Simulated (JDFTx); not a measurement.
System: Al(110) (Fm-3m bulk; lattice of mp-134, not re-optimised at this level), 1x1 cell of 8 atoms in 8 planes, area 11.54 Å² a face, 9.9 Å between the outermost planes in a cell 26.0 Å high; k mesh 8×6×1, Fermi width 0.01 Ha, no spin polarisation.

Profiles through the double layer of this slab, charged, in linear PCM (GLSSA13), water, 0.5 M KCl; PBE, GBRV ultrasoft potentials, plane waves to 20/100 Ha, JDFTx (a modified build). z is the height above the outermost atoms, φ the plane-averaged electrostatic potential energy of an electron (zero in the bulk liquid), ρ_b the bound charge of solvent and ions, s the cavity shape function (0 in the solid, 1 in the liquid).

| z (Å) | n (e/Å³) | s | φ (eV) | ρ_b (10⁻³ e/Å³) |
|---|---|---|---|---|
| 0.87 | 0.0827 | 0.00 | -1.195 | 0.05 |
| 1.33 | 0.0402 | 0.00 | -0.475 | 1.30 |
| 1.80 | 0.0160 | 0.01 | 0.034 | 4.05 |
| 2.26 | 0.0059 | 0.15 | 0.079 | 4.80 |
| 2.73 | 0.0021 | 0.62 | 0.064 | 2.57 |
| 3.19 | 0.0008 | 0.97 | 0.057 | 0.90 |
| 3.65 | 0.0003 | 1.00 | 0.051 | 0.33 |
| 4.12 | 0.0001 | 1.00 | 0.046 | 0.13 |
| 4.58 | 0.0000 | 1.00 | 0.041 | 0.05 |
| 5.05 | 0.0000 | 1.00 | 0.037 | 0.03 |
| 5.51 | 0.0000 | 1.00 | 0.033 | 0.02 |
| 5.98 | 0.0000 | 1.00 | 0.030 | 0.01 |
| 6.44 | 0.0000 | 1.00 | 0.027 | 0.01 |
| 6.90 | 0.0000 | 1.00 | 0.024 | 0.01 |
| 7.37 | 0.0000 | 1.00 | 0.022 | 0.01 |
| 7.83 | 0.0000 | 1.00 | 0.019 | 0.01 |

**Question.** Is the electrode positively or negatively charged, and roughly by how much?

**Answer.** Negatively: σ = -10.7 μC/cm² per face. The liquid's bound charge is of the opposite sign overall, and far from the surface φ decays with the screening length (4.3 Å).
